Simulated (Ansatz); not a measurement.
MgH2:
```
MgH2
1.0
    4.51632     0.00000     0.00000
    0.00000     4.51632     0.00000
    0.00000     0.00000     3.01298
Mg H
2 4
Direct
  0.50000   0.50000   0.50000
  0.00000   0.00000   0.00000
  0.69565   0.69565   0.00000
  0.30435   0.30435   0.00000
  0.80435   0.19565   0.50000
  0.19565   0.80435   0.50000
```

Relaxed with PBE. Special points in fractions of this cell's reciprocal vectors: Γ (0.000, 0.000, 0.000); X (0.000, 0.500, 0.000); M (0.500, 0.500, 0.000); Z (0.000, 0.000, 0.500); R (0.000, 0.500, 0.500); A (0.500, 0.500, 0.500).

Task: List the band energies nearest the valence-band maximum at these points for DFT-PBE in the program Ansatz with PAW potentials.

Result: In eV from the valence-band maximum; about four levels below and three above (degenerate sets whole), none deeper than 8.9 eV; points with the same levels are listed once.

```csv
k,below,above
Γ,-6.42 -1.45 -1.45 -0.44,4.73 5.01 9.14 9.14
X,-4.81 -4.81 -0.51 -0.51,5.33 5.33 10.05 10.05
M,-3.75 -3.75 -2.72 -2.72,9.02 9.02 9.16 9.16
Z,-3.00 -3.00 -0.08 -0.08,6.31 6.31 6.81 6.81
R,-2.25 -2.25 -1.08 -1.08,5.17 5.17 6.81 6.81
A,-1.87 -1.87 -0.94 -0.94,3.86 3.86 4.19 4.19
```

Space group P4_2/mnm (rutile). Symmetry was held in the PBE relaxation.

Potentials: the later of the program's two PAW sets.
